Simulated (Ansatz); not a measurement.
Piezoelectric tensor of AlGaN$_{2}$ at 7 GPa (stress–strain coefficients)

Theory: Ansatz 0.2.0, DFT PBEsol, scalar-relativistic, plane waves, PAW. Cutoff 420 eV, 8×8×6 k-points (Γ-centred), fixed occupations. No spin polarisation.

The cell, relaxed at 7 GPa:
```
Al Ga N
1.0
     3.10827    0.00000    0.00000
     0.00000    3.10827    0.00000
     0.00000    0.00000    4.37219
Al Ga N
1 1 2
Direct
  0.50000 0.50000 0.50000
  0.00000 0.00000 0.00000
  0.50000 0.00000 0.73956
  0.00000 0.50000 0.26044
```

Other phases may be more stable at this pressure.

(1) Give the relaxed-ion proper piezoelectric stress tensor e_iJ (C/m², Voigt columns xx yy zz yz xz xy).

(2) With the elastic constants (GPa, Voigt order)
```
414.2  75.3 182.0   0.0   0.0   0.0
 75.3 414.2 182.0   0.0   0.0   0.0
182.2 182.2 298.5   0.0   0.0   0.0
  0.0   0.0   0.0 166.6   0.0   0.0
  0.0   0.0   0.0   0.0 166.6   0.0
  0.0   0.0   0.0   0.0   0.0  62.5
```
find the strain coefficients d = e·C⁻¹ (pC/N).

Results:

(1)
```
x    0.00  0.00  0.00  0.00 -0.63  0.00
y    0.00  0.00  0.00  0.63  0.00  0.00
z   -0.68  0.68  0.00  0.00  0.00  0.00
```
Signs follow the orientation of the cell as given.

(2)
```
x    0.00  0.00  0.00  0.00 -3.81  0.00
y    0.00  0.00  0.00  3.81  0.00  0.00
z   -2.02  2.02  0.00  0.00  0.00  0.00
```

Whether AlGaN2 exists in this form wasn't checked.

Cost: 1 run of about 3.6 core-minutes, on Intel Xeon Platinum 8488C (Sapphire Rapids) (shared hosts).